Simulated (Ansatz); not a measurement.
YPd$_{3}$ (Cu3Au type, space group No. 221), plane-wave PAW PBE (Ansatz code), all energies at zero smearing, with the estimated change up to a 700 eV cutoff added, with one set of potentials and settings (totals compare only within such a set). Cell of 4 atoms (1 Y, 3 Pd): -24770.679 eV.

| element | reference phase | E (eV/atom) |
|---|---|---|
| Y | P6_3/mmc, 2 atoms in the cell | -3848.6668 |
| Pd | Fm-3m, 1 atoms in the cell | -6972.8544 |

Formation energy per atom, worked out: (-24770.679 − 1×(-3848.6668) − 3×(-6972.8544))/4 = -0.862 eV/atom (-83 kJ per mol of atoms), at 0 K, without zero-point energy or fitted corrections.

Space group Pm-3m (Cu3Au type). The workflow started from an entry of the Crystallography Open Database (COD). Its standing as an ambient phase is unchecked. Symmetry was held in the PBE relaxation; its stability against distortions is not shown here. The run is not spin-polarised. The references are the lowest solids computed at this level, not always the standard phases.

Potentials: the later of the program's two PAW sets.
